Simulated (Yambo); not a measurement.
A G0W0@PBEsol run in Yambo for GaAlP2 (space group P-4m2, No. 115) (4×4×2 Γ-centred k mesh, 232 bands and a 7 Ry block in the screening, 232 bands in G with the Bruneval-Gonze terminator, plasmon pole fitted at 27.2 eV) gives these matrix elements, in eV, at the band edges (Γ → M):

```
state               E0    <Vxc>     <Σx>  <Σc(E0)>      Z
---------------  -----  -------  -------  --------  -----
valence edge     0.000  -12.249  -14.193     1.249  0.779
conduction edge  1.450   -8.951   -5.136    -3.622  0.803
```

Task: Solve the linearised quasiparticle equation for both states, give the gap, and say how exchange and correlation each act on it.

Result: E = E0 + Z(Σx + Σc − Vxc). Valence: 0.000 + 0.779 × (-14.193 + (1.249) − (-12.249)) = -0.54 eV. Conduction: 1.450 + 0.803 × (-5.136 + (-3.622) − (-8.951)) = 1.61 eV. The gap is 2.15 eV, against 1.45 eV in PBEsol. Replacing Vxc by bare exchange alone would open it by 5.76 eV; correlation takes back 4.87 eV of that, and Z scales what is left. Nearest settings tried, and what they do to the gap: 148 bands in G: -2 meV; 148 bands in W, 148 bands in G: -8 meV; 6 Ry block (137 vectors against 165): -29 meV; 2×2×2 mesh: -63 meV. So the settings aren't converged at that level. 

The standard potential for Ga keeps a d shell in the valence without the s and p states of that shell. In tests on such compounds this moved G0W0 gaps by up to about 0.9 eV, so absolute quasiparticle energies here are unreliable; differences between settings are what counts.

Spin-orbit coupling is included.

Geometry relaxed with PBEsol; primitive cell a = b = 3.861 Å, c = 5.447 Å, α = β = γ = 90.00°.

The structure is a Materials Project entry; no match was found in the copy of COD used, and its stability was not checked.
